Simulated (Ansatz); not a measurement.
## Relaxing a structure of SiNi

The start is a generated trial cell of SiNi in the NbAs structure type. The structure is fully relaxed (lattice and positions, P = 0) with r2SCAN (plane waves to 500 eV, PAW, scalar-relativistic; Ansatz, a program for electronic structure). The first steps use a coarse 11×11×11 k-mesh.

Initial structure:
```
SiNi
1.0
   -1.52065     1.52065     5.14818
    1.52065    -1.52065     5.14818
    1.52065     1.52065    -5.14818
Ni Si
2 2
Direct
  0.50000   0.50000   0.00000
  0.25000   0.75000   0.50000
  0.91600   0.91600   0.00000
  0.66600   0.16600   0.50000
```
Spin-polarised start, with parallel moments on Ni.

- Largest initial force = about 0.2 eV/Å, on Ni1, Ni2, Si3, Si4 (atoms numbered as listed)
- Volume change = +0.5 %, from 11.90 to 11.96 Å³/atom
- Shortest distances (start → end) = The closest pairs of elements (up to four, under 3.6 Å), start → end: Ni–Si 2.29 → 2.36 Å; Ni–Ni 2.99 → 2.64 Å; Si–Si 2.99 → 2.64 Å
- Band gap at the end = zero (metallic)
- Optimiser moves = 19

Relaxed structure:

```cif
data_Ni4Si4
_chemical_formula_sum 'Ni4 Si4'
_space_group_name_H-M_alt 'I41md'
_space_group_IT_number 109
_space_group_name_Hall 'I 4bw -2'
_cell_length_a 2.63675
_cell_length_b 2.63675
_cell_length_c 13.76236
_cell_angle_alpha 90.000
_cell_angle_beta 90.000
_cell_angle_gamma 90.000
loop_
_atom_site_label
_atom_site_type_symbol
_atom_site_symmetry_multiplicity
_atom_site_Wyckoff_symbol
_atom_site_fract_x
_atom_site_fract_y
_atom_site_fract_z
_atom_site_occupancy
Ni1 Ni 4 a 0.00000 0.00000 0.76065 1
Si1 Si 4 a 0.00000 0.00000 0.15535 1
```
(The calculation used a cell of 4 atoms; values per cell refer to that cell.)

Final values are on a 18×18×18 k-mesh of the relaxed cell. No spin polarisation in the result: the starting moments vanished. A magnetic state may lie lower.

The run could not lose the symmetry of its start, so the end can be a saddle point.

The relaxed structure here is a generated cell of SiNi: the first start was made by placing the elements on the sites of a structure type, and the end was not matched to a known phase here, so it may be hypothetical. Known forms of SiNi include space group No. 62.
